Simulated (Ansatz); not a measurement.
GaP:
```yaml
crystal:
  lattice:
    - [0.00000, 2.75328, 2.75328]
    - [2.75328, 0.00000, 2.75328]
    - [2.75328, 2.75328, 0.00000]
  atoms:
    - { symbol: Ga, position: [0.00000, 0.00000, 0.00000] }
    - { symbol: P, position: [0.75000, 0.75000, 0.75000] }
```

Relaxed with PBE. Special points in fractions of this cell's reciprocal vectors: Γ (0.000, 0.000, 0.000); X (0.500, 0.000, 0.500); U (0.625, 0.250, 0.625); K (0.375, 0.375, 0.750); L (0.500, 0.500, 0.500); W (0.500, 0.250, 0.750).

**Question.** List the band energies nearest the valence-band maximum at these points for PBE (plane waves, PAW; program Ansatz).

**Answer.** In eV from the valence-band maximum; about four levels below and three above (degenerate sets whole), none deeper than 8.9 eV; points with the same levels are listed once.

| k | below | above |
|---|---|---|
| Γ | 0.00 0.00 0.00 | 1.58 3.89 3.89 3.89 |
| X | -6.61 -2.58 -2.58 | 1.72 1.85 10.36 10.36 |
| U | -6.41 -3.78 -2.16 | 2.22 4.74 8.12 |
| L | -6.46 -1.07 -1.07 | 1.58 4.72 4.72 |
| W | -6.41 -3.43 -3.27 | 4.69 4.73 6.01 |

Space group F-43m (zinc blende). The PBE relaxation kept the symmetry of its start. Scalar-relativistic: spin–orbit coupling is off unless named, which matters more the heavier the elements.

Potentials: the earlier of the program's two PAW sets.
